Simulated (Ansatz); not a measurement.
**From the elastic tensor of W₂CN₄ to moduli and sound speeds**

Theory: Ansatz 0.2.0, DFT PBE, scalar-relativistic, plane waves, PAW. Settings: 420 eV plane-wave cutoff, Γ-centred 8×8×8 mesh, Gaussian smearing of 0.10 eV. No spin polarisation.

Space group Fd-3m (No. 227), cubic, a = 7.942 Å. W has 6 N at 2.12 Å and 6 W at 2.81 Å; C is surrounded by 4 N at 1.50 Å; N has 1 C at 1.50 Å and 3 W at 2.12 Å.

The structure comes from a proposed guess, relaxed at this level; another structure or a mixture of phases may lie lower. In a metal, frequencies and elastic constants depend on the k mesh and the smearing, soft modes and shear constants most. Spin–orbit coupling is left out, which matters for heavy elements.

Relaxed-ion constants (GPa, on the Cartesian axes of the calculation):
```
776.4 167.0 167.0   0.0   0.0   0.0
167.0 776.4 167.0   0.0   0.0   0.0
167.0 167.0 776.4   0.0   0.0   0.0
  0.0   0.0   0.0 171.4   0.0   0.0
  0.0   0.0   0.0   0.0 171.4   0.0
  0.0   0.0   0.0   0.0   0.0 171.4
```

Density 11.556 g/cm³; 14 atoms in 125.22 Å³.

With S = C⁻¹: B_V = (C11+C22+C33+2(C12+C13+C23))/9, G_V = (C11+C22+C33−C12−C13−C23+3(C44+C55+C66))/15, 1/B_R = S11+S22+S33+2(S12+S13+S23), 15/G_R = 4(S11+S22+S33−S12−S13−S23)+3(S44+S55+S66); Hill is their mean. Then v_l = √((B+4G/3)/ρ), v_t = √(G/ρ), v_m = [(2/v_t³+1/v_l³)/3]^(−1/3) and Θ = (ħ/k_B)·v_m·(6π²n/V)^(1/3) for n atoms in the volume V; E = 9BG/(3B+G), ν = (3B−2G)/(2(3B+G)) and A^U = 5G_V/G_R + B_V/B_R − 6.

* Bulk modulus, Voigt / Reuss / Hill: 370.2 / 370.2 / 370.2 GPa
* Shear modulus, Voigt / Reuss / Hill: 224.7 / 207.7 / 216.2 GPa
* Young's modulus: 543 GPa
* Poisson ratio: 0.256
* Pugh ratio B/G: 1.71 (under 1.75, the rule of thumb for brittle)
* Universal anisotropy index: 0.41
* Longitudinal and transverse sound speeds: 7548 and 4326 m/s
* Debye temperature from the mean sound speed: 689 K
